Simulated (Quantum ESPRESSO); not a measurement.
# Computed records: HfTa2O6F2 (made-up cell, one site empty)

Calculation on a made-up crystal cell, not a measurement, the true moved input of a further run, and the interval on which cubic fits through the family match its values: the fits match the computed values on one interval only; periodic Kohn-Sham density functional theory in plane waves with PseudoDojo standard norm-conserving scalar-relativistic pseudopotentials, each functional with its own files (v0.5 for PBE, v0.4.1 for LDA and PBEsol), no spin polarisation, no spin-orbit coupling, atoms not relaxed, stress positive in tension, energies less a fixed whole-eV offset for each atom's element; levels are Kohn-Sham levels at fractions of this cell's reciprocal vectors, counted from the reference band (half the neutral cell's valence electrons, rounded up) at Gamma; error bars cover cutoff and k-mesh only, not smearing or the files; each bar is the largest change over components, and at least 0.002 eV, 0.002 eV per angstrom or 0.02 GPa; added strain carries the atoms with the cell, and shear is the tensor component; energy against integrated force or stress is the largest gap, across the family, between the energy change and the integral of the force or stress; no dispersion term; energies are for the whole cell, and the offsets were chosen from early runs and are not element reference energies. Program: Quantum ESPRESSO 7.5.

HfTa2O6F2 (made-up cell, one site empty)

Reference structure:
```
HfTa2O6F2
1.0
      5.0311    -0.0223     0.0635
     -0.0223     5.1497    -0.0385
      0.0635    -0.0385     5.1134
Ta Hf Ta O F O
1 1 1 2 2 4
Direct
  -0.00661 0.00263 0.00036
  0.49416 0.00367 0.50291
  0.49115 0.48194 -0.00245
  0.25383 0.25257 0.25490
  0.24452 0.25470 0.75222
  0.25687 0.74677 0.23611
  0.25399 0.74435 0.75389
  0.74792 0.24445 0.24061
  0.75268 0.24525 0.75049
  0.75575 0.75570 0.25064
  0.75638 0.74801 0.75243
```

| Property | Result |
| --- | --- |
| lattice type | fluorite |
| empty site | 2 |
| functional | pbe |
| cutoff | 1143 eV |
| fermi dirac smearing | 0.025 eV |
| scf tolerance | 1e-07 eV |
| electrons removed | 0 |
| moved input | shift of site 4 along y |
| moved input in the structure shown | -0.0535 Å |
| further run free energy less offsets | 9.969 eV |
| further run fy on site 1 | 1.067 eV/Å |
| further run fy on site 4 | -2.583 eV/Å |
| further run fy on site 3 | 0.957 eV/Å |
| k mesh | 4 x 4 x 4, shifted by half a step |
| structure shown | one run of the family, not the further run |
| moved input of the further run | ? |

Atoms:
```
atoms element  atom site  atom energy offset (eV)
           Ta          1                    -1770
           Hf          3                    -1535
           Ta          4                    -1770
            O          5                     -452
            O          6                     -452
            F          7                     -677
            F          8                     -677
            O          9                     -452
            O         10                     -452
            O         11                     -452
            O         12                     -452
```

Family:
```
moved input (Å)  free energy less offsets (eV)  fy on site 1 (eV/Å)  fy on site 4 (eV/Å)  fy on site 3 (eV/Å)
        -0.1843                          9.912                0.738               -2.205                0.731
        -0.0975                          10.16                1.951               -3.459                1.562
        -0.0535                         10.324                2.591                -3.99                1.998
         0.0791                         10.942                4.562               -5.285                3.344
         0.1319                         11.233                 5.34               -5.736                3.882
         0.1758                         11.493                5.973               -6.109                4.323
```

Notes: the hafnium pseudopotential is less sure than the others, with forces about 3 percent (worst 6) and pressure in oxides about 1.5 GPa (worst 2.7) from a second method in checks, which the error bars do not cover.

**Q.** HfTa2O6F2 (made-up cell, one site empty): moved input of the further run?
**A.** -0.1602 Å

Further results for HfTa2O6F2 (made-up cell, one site empty):

| Quantity | Value |
| --- | --- |
| interval low | -0.1616 Å |
| interval high | -0.1591 Å |
| energy against integrated force or stress | 7.366e-05 eV |
| error bar energy | 0.002 eV |
| error bar force | 0.006968 eV/Å |
